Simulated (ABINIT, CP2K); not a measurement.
This is a calculation of SiO for ABINIT 10.8.3 (patched build). Atoms were shifted at random by some hundredths of an Å from the given cell, which wasn't relaxed again for these runs. The cell comes from a database or a generator and needn't be the stable form of this composition.

The input run.abi:

```
# Pseudopotentials
pp_dirpath "./"
pseudos "Si.GGA_PBE-JTH.xml, O.GGA_PBE-JTH.xml"

# Structure
acell 2.80697 2.80697 2.80697 Angstrom
rprim
     1.0000000000     0.0000000000     0.0000000000
     0.0000000000     1.0000000000     0.0000000000
     0.0000000000     0.0000000000     1.0000000000
ntypat 2
znucl 14 8
natom 2
typat 1 2
xred
     0.0192480000     0.0045790000     0.0060680000
     0.4956340000     0.4934490000     0.5078420000
chkprim 0
chksymtnons 0
tolsym 1.0e-6

# Plane-wave basis
ecut 23.0
pawecutdg 45.0
pawxcdev 0

# k points
kptopt 1
ngkpt 9 9 9
nshiftk 1
shiftk 0.0 0.0 0.0

# Exchange and correlation
ixc 11

# Bands and occupations
nband 9
occopt 3
tsmear 0.05 eV

# SCF cycle
nstep 100
tolvrs 1.0e-9

# Output
iomode 3
prtwf 0
prtden 0
prteig 0
prtebands 0
enunit 1
```

Potentials or basis: JTH PAW PBE v2.0.

Launch:

```console
$ abinit run.abi > log 2>&1
```

Translate it to CP2K 2026.2. Potentials or basis there: POTENTIAL_UZH Si GTH-PBE-q4, O GTH-PBE-q6; TZVP-MOLOPT-PBE-GTH basis.

As run (cutoffs and basis follow the program's own potentials, and thresholds, step limits or extra output files can differ):

sio_scf.inp

```
&GLOBAL
  PROJECT sio_scf
  RUN_TYPE ENERGY_FORCE
  PRINT_LEVEL LOW
&END GLOBAL
&FORCE_EVAL
  METHOD QS
  STRESS_TENSOR ANALYTICAL
  &DFT
    BASIS_SET_FILE_NAME BASIS_MOLOPT_UZH
    POTENTIAL_FILE_NAME POTENTIAL_UZH
    &MGRID
      CUTOFF 600
      REL_CUTOFF 60
      NGRIDS 4
    &END MGRID
    &QS
      METHOD GPW
      EPS_DEFAULT 1.0E-10
    &END QS
    &KPOINTS
      SCHEME MONKHORST-PACK 9 9 9
      GAMMA_CENTERED T
      SYMMETRY T
      SYMMETRY_BACKEND SPGLIB
    &END KPOINTS
    &SCF
      SCF_GUESS ATOMIC
      EPS_SCF 1.0E-6
      MAX_SCF 100
      ADDED_MOS 10
      CHOLESKY OFF
      EPS_EIGVAL 1.0E-7
      &DIAGONALIZATION ON
        ALGORITHM STANDARD
      &END DIAGONALIZATION
      &MIXING ON
        METHOD BROYDEN_MIXING
        ALPHA 0.4
        BETA 1.5
        NBUFFER 8
      &END MIXING
      &SMEAR ON
        METHOD FERMI_DIRAC
        ELECTRONIC_TEMPERATURE [K] 580.226
      &END SMEAR
    &END SCF
    &XC
      &XC_FUNCTIONAL PBE
      &END XC_FUNCTIONAL
    &END XC
    &PRINT
      &KPOINTS ON
      &END KPOINTS
      &MULLIKEN ON
      &END MULLIKEN
      &MO ON
        ENERGIES T
        OCCUPATION_NUMBERS T
        &EACH
          QS_SCF 0
        &END EACH
        ADD_LAST NUMERIC
      &END MO
      &LOWDIN ON
      &END LOWDIN
      &HIRSHFELD ON
        SHAPE_FUNCTION DENSITY
      &END HIRSHFELD
    &END PRINT
  &END DFT
  &SUBSYS
    &CELL
      A 2.8069700000 0.0000000000 0.0000000000
      B 0.0000000000 2.8069700000 0.0000000000
      C 0.0000000000 0.0000000000 2.8069700000
      PERIODIC XYZ
    &END CELL
    &COORD
      SCALED
      Si  0.0192480000 0.0045790000 0.0060680000
      O   0.4956340000 0.4934490000 0.5078420000
    &END COORD
    &KIND Si
      BASIS_SET TZVP-MOLOPT-PBE-GTH-q4
      POTENTIAL GTH-PBE-q4
    &END KIND
    &KIND O
      BASIS_SET TZVP-MOLOPT-PBE-GTH-q6
      POTENTIAL GTH-PBE-q6
    &END KIND
    &PRINT
      &ATOMIC_COORDINATES ON
      &END ATOMIC_COORDINATES
      &CELL ON
      &END CELL
    &END PRINT
  &END SUBSYS
  &PRINT
    &FORCES ON
    &END FORCES
    &STRESS_TENSOR ON
    &END STRESS_TENSOR
  &END PRINT
&END FORCE_EVAL
```

Potentials or basis: POTENTIAL_UZH Si GTH-PBE-q4, O GTH-PBE-q6; TZVP-MOLOPT-PBE-GTH basis.

Run with:

```sh
$ OMP_NUM_THREADS=1 cp2k.psmp -i sio_scf.inp -o sio_scf.out
```

Both were run:

|  | ABINIT | CP2K |
| --- | --- | --- |
| Pressure | -0.3 GPa | 0.3 GPa |
| Largest force | 0.539 eV/Å | 0.564 eV/Å |
| Energy over the undisturbed cell | -10.0 meV/atom | -10.2 meV/atom |

The undisturbed cell isn't at this level's minimum, so the move can lower the energy.

The two runs disagree by more than potentials and bases usually give (in gap, levels, pressure or energy); the cause wasn't traced.

Pressure is positive in compression.
